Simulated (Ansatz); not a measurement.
SiC:
```
SiC
1.0
    0.00000     2.17845     2.17845
    2.17845     0.00000     2.17845
    2.17845     2.17845     0.00000
Si C
1 1
Direct
  0.75000   0.75000   0.75000
  0.00000   0.00000   0.00000
```

Relaxed with PBEsol in the plane-wave PAW code Ansatz. Indices refer to the conventional cell of F-43m, a = b = c = 4.3569 Å, α = β = γ = 90.00°.

Question: Simulate the powder diffraction pattern (Cu Kα, λ = 1.54184 Å; lines above 1 %) up to 2θ = 90°.

Answer: Simulated powder pattern, Cu Kα, λ = 1.54184 Å (kinematic, ideal powder, no thermal factors, no anomalous dispersion; the 30 strongest lines at most, above 1 %, up to 2θ = 90°):

```tsv
2θ (°)	d (Å)	I/Imax (%)	hkl
35.69	2.515	100	(111)
41.45	2.178	18	(200)
60.06	1.540	46	(220)
71.87	1.314	35	(311)
75.61	1.258	5.0	(222)
```

The cell was relaxed with PBEsol under the symmetry of its start.

Potentials: the earlier of the program's two PAW sets. The files were generated under PBE; for other functionals the program regenerates the frozen cores, and for LDA and PBEsol the local potential too.
